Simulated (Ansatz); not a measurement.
SiRu$_{2}$:
```yaml
crystal:
  lattice:
    - [5.26350, 0.00000, 0.00000]
    - [0.00000, 4.00561, 0.00000]
    - [0.00000, 0.00000, 7.38949]
  atoms:
    - { symbol: Si, position: [0.29972, 0.25000, 0.90235] }
    - { symbol: Si, position: [0.70028, 0.75000, 0.09765] }
    - { symbol: Si, position: [0.20028, 0.75000, 0.40235] }
    - { symbol: Si, position: [0.79972, 0.25000, 0.59765] }
    - { symbol: Ru, position: [0.51405, 0.75000, 0.78754] }
    - { symbol: Ru, position: [0.48595, 0.25000, 0.21246] }
    - { symbol: Ru, position: [0.98595, 0.25000, 0.28754] }
    - { symbol: Ru, position: [0.01405, 0.75000, 0.71246] }
    - { symbol: Ru, position: [0.83303, 0.25000, 0.93461] }
    - { symbol: Ru, position: [0.16697, 0.75000, 0.06539] }
    - { symbol: Ru, position: [0.66697, 0.75000, 0.43461] }
    - { symbol: Ru, position: [0.33303, 0.25000, 0.56539] }
```

Relaxed with r²SCAN. Special points in fractions of this cell's reciprocal vectors: Γ (0.000, 0.000, 0.000); X (0.500, 0.000, 0.000); S (0.500, 0.500, 0.000); Y (0.000, 0.500, 0.000); Z (0.000, 0.000, 0.500); U (0.500, 0.000, 0.500); R (0.500, 0.500, 0.500); T (0.000, 0.500, 0.500).

Task: List the band energies nearest the Fermi level at these points for r²SCAN (plane waves, PAW; program Ansatz).

Result: In eV from the Fermi level; about four levels below and three above (degenerate sets whole), none deeper than 8.9 eV; points with the same levels are listed once.

```tsv
k	below	above
Γ	-0.52 -0.34 -0.33 -0.19	0.24 0.45 0.82
X	-0.85 -0.85 -0.21 -0.21	0.10 0.10 0.85 0.85
S	-0.62 -0.62 -0.62 -0.62	0.16 0.16 0.16 0.16
Y	-0.54 -0.54 -0.53 -0.53	0.28 0.28 1.26 1.26
Z	-0.44 -0.44 -0.10 -0.10	0.81 0.81 1.00 1.00
U	-1.23 -1.23 -1.06 -1.06	0.08 0.08 0.08 0.08
R	-0.07 -0.07 -0.07 -0.07	1.68 1.68 1.68 1.68
T	-0.80 -0.80 -0.36 -0.36	0.55 0.55 1.08 1.08
```

Space group Pnma. The first step of the workflow began from a Materials Project structure, measured or hypothetical; the Crystallography Open Database copy checked does not list it. Its standing as an ambient phase is unchecked. Symmetry was held in the r²SCAN relaxation; its stability against distortions is not shown here. The run is not spin-polarised. Scalar-relativistic: spin–orbit coupling is off unless named, which matters more the heavier the elements.

Potentials: the later of the program's two PAW sets.
